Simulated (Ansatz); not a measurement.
Method: PBEsol, scalar-relativistic; no spin polarisation; PAW, 420 eV, 8×8×8 k-mesh, Gaussian smearing of 0.05 eV; code Ansatz. The datasets are Ansatz's generated set soft_2.

A crystal of composition XS, relaxed at this level of theory, gives this pattern between 10° and 80°.

Cu Kα1 powder pattern (kinematic, no thermal factors).
```tsv
2θ (°)	relative intensity
23.95	100
27.73	35
39.61	54
46.82	52
49.04	11
57.26	9
62.96	22
64.79	15
71.87	19
76.99	17
```

Which lattice and cell does the pattern come from?

Cubic, space group F-43m (No. 216), a = 6.430 Å, b = 6.430 Å, c = 6.430 Å, α = 90.00°, β = 90.00°, γ = 90.00°. The line positions fix the lattice at most, not the space group, and lines under 1 % of the strongest aren't listed; this is the group of the computed cell.

A compound XS has these computed properties.

```json
{
  "Band gap": "zero (metallic)",
  "Density of states at the Fermi level": "0.67 states/(eV·atom)",
  "Formation energy from the elements (0 K, uncorrected)": "0.13 eV/atom (unstable against the elements)",
  "Bulk modulus (Birch–Murnaghan)": "46 GPa",
  "Pressure derivative B0′": "4.4"
}
```

Sites: X on 4a, S on 4d.

Which element is X?
A. Pb
B. Bi
C. At
D. Tl

B. X is Bi, so the compound is BiS.

This is a trial structure made by placing the elements on a prototype's sites, so it needn't be the stable form.

No spin–orbit coupling, a notable omission for heavy elements. The cell is a metal with an odd number of electrons, and spin polarisation wasn't tried.
